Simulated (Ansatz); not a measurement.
**PmSb, relaxed from a zincblende start to space group R3m (read at 0.02 Å)**

The computed numbers are results of PBE+U (U_eff = 6 eV on Pm 4f), scalar-relativistic (collinear spin) in the plane-wave PAW code Ansatz at 600 eV, Γ-centred 6×6×3 mesh, 0.05 eV Gaussian smearing; PAW files: Ansatz's generated set soft_2.

```cif
data_structure
_symmetry_space_group_name_H-M 'P 1'
_symmetry_Int_Tables_number 1
_cell_length_a 5.0565
_cell_length_b 5.0565
_cell_length_c 10.0001
_cell_angle_alpha 59.626
_cell_angle_beta 59.626
_cell_angle_gamma 60.000
_cell_volume 179.77
loop_
_atom_site_label
_atom_site_type_symbol
_atom_site_fract_x
_atom_site_fract_y
_atom_site_fract_z
_atom_site_occupancy
Pm1 Pm 0.99844 0.99844 0.00234 1
Sb1 Sb 0.25156 0.25156 0.12266 1
Pm2 Pm 0.99844 0.99844 0.50234 1
Sb2 Sb 0.25156 0.25156 0.62266 1
```

This is a trial structure: such lanthanide and actinide compounds mostly take the rock-salt structure.

Magnetic state: antiferromagnetic, site spin moments Pm 4.07, -4.07 μB.

Which orbitals make up the states within about 0.6 eV of each band edge?

Valence edge: Sb 5p 66 %, Pm 5d 31 %. Conduction edge: Pm 4f 89 %, Pm 5d 9 %. Shares are among the projected shells; the gap is 0.83 eV.

Density of states (tetrahedra, averaged over 0.4 eV; states/eV per cell of 4 atoms; energy in eV from the Fermi level; projections on Löwdin-orthogonalised atomic orbitals, summed over sites):

```csv
E,total,Pm 4f up,Pm 4f down,Sb 5p,Pm 5d down,Pm 5d up
-6.45,20.0,9.9,9.9,0.0,0.0,0.0
-6.05,0.0,0.0,0.0,0.0,0.0,0.0
-5.65,0.0,0.0,0.0,0.0,0.0,0.0
-5.25,0.0,0.0,0.0,0.0,0.0,0.0
-4.85,0.0,0.0,0.0,0.0,0.0,0.0
-4.45,0.0,0.0,0.0,0.0,0.0,0.0
-4.05,0.0,0.0,0.0,0.0,0.0,0.0
-3.65,0.0,0.0,0.0,0.0,0.0,0.0
-3.25,0.0,0.0,0.0,0.0,0.0,0.0
-2.85,0.0,0.0,0.0,0.0,0.0,0.0
-2.45,0.0,0.0,0.0,0.0,0.0,0.0
-2.05,4.1,0.0,0.0,2.3,0.5,0.5
-1.65,5.8,0.0,0.0,3.4,0.7,0.7
-1.25,6.8,0.0,0.0,4.0,1.2,1.2
-0.85,10.0,0.1,0.1,6.1,1.7,1.7
-0.45,3.3,0.0,0.0,2.6,0.3,0.3
-0.05,0.0,0.0,0.0,0.0,0.0,0.0
0.35,15.0,7.3,7.3,0.1,0.1,0.1
0.75,0.3,0.0,0.0,0.0,0.1,0.1
1.15,3.6,0.0,0.0,0.2,1.5,1.5
1.55,4.3,0.0,0.0,0.2,1.9,1.9
1.95,9.4,1.8,1.8,0.3,2.6,2.6
2.35,19.0,5.6,5.6,0.5,3.3,3.3
2.75,7.2,0.6,0.6,0.5,2.3,2.3
3.15,21.6,9.2,9.2,0.4,1.0,1.0
3.55,4.5,0.1,0.1,0.8,1.3,1.3
3.95,7.0,0.0,0.0,1.4,1.9,1.9
```

Formal charges Pm³⁺, Sb³⁻ leave Pm³⁺ with an open 4f⁴ shell. A part-filled shell gives a gap only if something splits it: here the Hubbard U pushes the occupied f orbitals down and the empty ones up, perhaps past the metal's d band, and the gap is 0.83 eV.

The valence edge mixes anion p with metal states, so the bond is partly covalent and the gap isn't a plain transfer from Sb to Pm.

Hund's first rule gives Pm³⁺ with 4 f electrons 4 unpaired spins, a spin moment of 4 μB; the run has 4.07 μB on Pm (atomic spheres) and 4.05 f electrons on orthogonalised orbitals. The moment is close to the ion's, so in this run the shell is localised and nearly fully polarised. Without spin–orbit coupling the orbital moment, which opposes the spin in such a shell (free ion: L = 6 beside 2S = 4), is missing, so this isn't the moment that neutrons would see.

With a Hubbard U or exact exchange the result depends on the state in which the open shell ends, and a lower one can't be excluded. No spin–orbit coupling, a notable omission for heavy elements. Site moments are of spin, integrated over atomic spheres.

The open shells may stand above their lowest state, and forces and pressures are less sure for it.
